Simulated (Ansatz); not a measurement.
Stability of a relaxed cell of BaH$_{2}$Pd$_{2}$

Atoms and cell were relaxed at zero pressure (-6.0 % in volume from the start). The relaxed cell:

```
CELL_PARAMETERS angstrom
3.93082 0.00000 0.00000
0.00000 3.93082 0.00000
0.00000 0.00000 10.74722
ATOMIC_POSITIONS crystal
H 0.00000 0.50000 0.98195
H 0.50000 0.00000 0.01805
Pd 0.00000 0.00000 0.00000
Pd 0.50000 0.50000 0.00000
Pd 0.00000 0.50000 0.52907
Pd 0.50000 0.00000 0.47093
Ba 0.00000 0.50000 0.24747
Ba 0.50000 0.00000 0.75253
H 0.00000 0.00000 0.50000
H 0.50000 0.50000 0.50000
```

Space group P4/nmm (No. 129); conventional cell a = 3.931 Å, b = 3.931 Å, c = 10.747 Å, α = 90.00°, β = 90.00°, γ = 90.00°.

All energies were calculated with Ansatz 0.2.0 (PBE; 420 eV; 8×8×3 Γ-centred mesh; fermi-dirac occupations of width 0.030 eV). Spin: none; no U, no spin-orbit coupling.

Question: What is its formation energy?

Answer: -0.347 eV an atom at 0 K against the elements' lowest computed crystals and the free molecules of gases, with no empirical correction.

Question: Does it lie on the convex hull?

Answer: Against the table of rival phases, relaxed alike, its height over the hull falls in the band under 25 meV an atom.

The start was: a known structure type with other elements put in, at an estimated volume. An invented cell need not be a known compound.

Caveats: differences under 20 meV an atom lie within the error of meshes and cutoff; no moments were allowed, so a magnetic state may lie lower; the relaxation keeps the start's symmetry, so a distorted cell may lie lower; zero-point energy is left out, some tens of meV an atom in hydrides, and rivals outside our set may lie lower.
